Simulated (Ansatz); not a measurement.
## Y₂LuN₃ (P-3m1) at 2 levels of theory

One geometry, relaxed with PBE; plane waves with PAW potentials in Ansatz, scalar-relativistic. No spin polarisation. Gaps are the least over mesh and band path; pressure is positive in compression.

```cif
data_structure
_symmetry_space_group_name_H-M 'P-3m1'
_symmetry_Int_Tables_number 164
_cell_length_a 3.4352
_cell_length_b 3.4352
_cell_length_c 8.4162
_cell_angle_alpha 90.000
_cell_angle_beta 90.000
_cell_angle_gamma 120.000
_cell_volume 86.01
loop_
_atom_site_label
_atom_site_type_symbol
_atom_site_symmetry_multiplicity
_atom_site_Wyckoff_symbol
_atom_site_fract_x
_atom_site_fract_y
_atom_site_fract_z
_atom_site_occupancy
Y1 Y 2 d 0.33333 0.66667 0.66903 1
Lu1 Lu 1 a 0.00000 0.00000 0.00000 1
N1 N 2 d 0.33333 0.66667 0.16173 1
N2 N 1 b 0.00000 0.00000 0.50000 1
```

| level | cutoff (eV) | k mesh | gap (eV) | pressure (GPa) |
| --- | --- | --- | --- | --- |
| PBE | 420 | 12×12×4 | 0.11 | 0.0 |

Task: What comes out on the same cell with r2SCAN?

Result:
```
 level  cutoff (eV)   k mesh  gap (eV)  pressure (GPa)
r2SCAN          500  12×12×4      0.48            -1.6
```

Spin-orbit coupling matters for the bands of heavy elements and is left out.

The cell was found from a structure generator's guess, not taken from experiment.
